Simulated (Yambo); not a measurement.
```
CELL_PARAMETERS angstrom
      4.40144     0.00000     0.00000
      0.00000     4.40144     0.00000
      0.00000     0.00000     4.40144
ATOMIC_POSITIONS crystal
  N  0.74416 0.74416 0.25584
  N  0.74416 0.25584 0.74416
  N  0.25584 0.25584 0.25584
  N  0.25584 0.74416 0.74416
  Al 0.50000 0.50000 0.00000
  Al 0.00000 0.50000 0.50000
  Al 0.50000 0.00000 0.50000
  Ga 0.00000 0.00000 0.00000
```

GaAl$_{3}$N$_{4}$ (space group P-43m, No. 215): G0W0@PBEsol in Yambo (4×4×4 Γ-centred k mesh, 161 bands and a 8 Ry block in the screening, 161 bands in G with the Bruneval-Gonze terminator, plasmon pole fitted at 27.2 eV) on wavefunctions from Quantum ESPRESSO. With the symmetry operations that carry no fractional translation, the mesh has 10 irreducible k points, and the gap Γ → Γ is 4.566 eV.

Question: What changes when point-group symmetry is switched off and time reversal alone is kept?

Answer: The mesh then has 36 irreducible points. The exact result doesn't change; the run gives 4.567 eV, and the difference is numerical residue, whose source wasn't traced. Rough time against the symmetric run: about 4× for the empty bands, about 3× for Yambo (2 states against 4).

Spin-orbit coupling is not included.

Geometry of the Materials Project entry, not relaxed at this level.

The structure is a Materials Project entry; no match was found in the copy of COD used, and its stability was not checked.
